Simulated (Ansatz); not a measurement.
InPt3 (Cu3Au type, space group No. 221), a = 4.0143 Å, b = 4.0143 Å, c = 4.0143 Å, α = 90.00°, β = 90.00°, γ = 90.00°.

Relaxed with r²SCAN.

Question: Which orbitals make up the states near the Fermi level in DFT-r²SCAN in the program Ansatz with PAW potentials?

Answer: Within 0.5 eV of the Fermi level: Pt 5d 80 %, In 5s 6 %. Projections are on Löwdin-orthogonalised atomic valence shells; empty p or d shells of many metals are not among them.

Question: Tabulate the density of states.

Answer: States/eV per cell of 4 atoms, in 0.25 eV bins, energy from the Fermi level.

```tsv
E (eV)	total	Pt 5d	In 5p	Pt 6s
-7.85	1.11	0.29	0.12	0.27
-7.60	1.71	0.65	0.14	0.24
-7.35	0.81	0.26	0.10	0.15
-7.10	0.57	0.15	0.11	0.15
-6.85	0.59	0.15	0.15	0.19
-6.60	1.52	0.70	0.29	0.38
-6.35	2.98	1.68	0.43	0.58
-6.10	2.49	1.52	0.31	0.41
-5.85	2.04	1.19	0.34	0.43
-5.60	2.68	1.81	0.39	0.40
-5.35	3.91	3.08	0.36	0.37
-5.10	5.43	4.94	0.19	0.23
-4.85	7.73	6.95	0.37	0.29
-4.60	5.75	5.15	0.31	0.19
-4.35	4.49	3.91	0.35	0.15
-4.10	5.13	4.45	0.39	0.19
-3.85	5.45	4.87	0.37	0.12
-3.60	6.62	6.00	0.37	0.12
-3.35	5.89	5.27	0.36	0.13
-3.10	3.56	3.12	0.27	0.09
-2.85	3.87	3.40	0.24	0.12
-2.60	3.10	2.80	0.15	0.08
-2.35	5.04	4.73	0.11	0.12
-2.10	6.64	6.39	0.07	0.08
-1.85	9.74	9.23	0.14	0.24
-1.60	6.25	5.77	0.10	0.27
-1.35	6.27	5.65	0.15	0.32
-1.10	3.74	3.35	0.14	0.13
-0.85	3.36	2.89	0.12	0.11
-0.60	3.43	2.50	0.15	0.21
-0.35	2.87	2.19	0.11	0.18
-0.10	3.45	2.93	0.11	0.11
0.15	2.29	1.87	0.11	0.06
0.40	1.33	1.04	0.11	0.02
0.65	0.20	0.13	0.06	0.00
0.90	0.30	0.18	0.10	0.01
1.15	0.47	0.26	0.17	0.02
1.40	0.92	0.50	0.31	0.07
1.65	2.34	1.25	0.68	0.28
1.90	1.86	0.83	0.59	0.25
2.15	1.43	0.54	0.47	0.21
2.40	1.28	0.42	0.44	0.21
2.65	1.16	0.34	0.40	0.20
2.90	1.07	0.27	0.37	0.21
3.15	1.02	0.23	0.34	0.22
3.40	0.94	0.19	0.30	0.22
3.65	1.08	0.20	0.27	0.27
3.90	1.50	0.27	0.29	0.45
4.15	1.22	0.19	0.26	0.40
4.40	1.12	0.17	0.24	0.42
4.65	1.26	0.19	0.26	0.54
```

Space group Pm-3m (Cu3Au type). The first step of the workflow began from a Materials Project structure, measured or hypothetical; the Crystallography Open Database files this formula in space group No. 221, but the cells were not matched. Its standing as an ambient phase is unchecked. Symmetry was held in the r²SCAN relaxation; whether a distortion lowers the energy is not shown. No spin polarisation was allowed. Scalar-relativistic: spin–orbit coupling is off unless named, which matters more the heavier the elements.

Potentials: the earlier of the program's two PAW sets.
